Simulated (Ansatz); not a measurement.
ZnSe:
```
CELL_PARAMETERS angstrom
      0.00000     2.86651     2.86651
      2.86651     0.00000     2.86651
      2.86651     2.86651     0.00000
ATOMIC_POSITIONS crystal
  Se 0.75000 0.75000 0.75000
  Zn 0.00000 0.00000 0.00000
```

Relaxed with PBE.

Task: Give the Bader charges and basin volumes of the independent atoms, the program Ansatz at the PBE level (PAW).

Result: 

| atom | Bader charge (e) | Bader volume (Å³) |
|---|---|---|
| Se1 | -0.75 | 31.3 |
| Zn2 | +0.75 | 15.8 |

Space group F-43m (zinc blende). Symmetry was held in the PBE relaxation.

Potentials: the later of the program's two PAW sets.
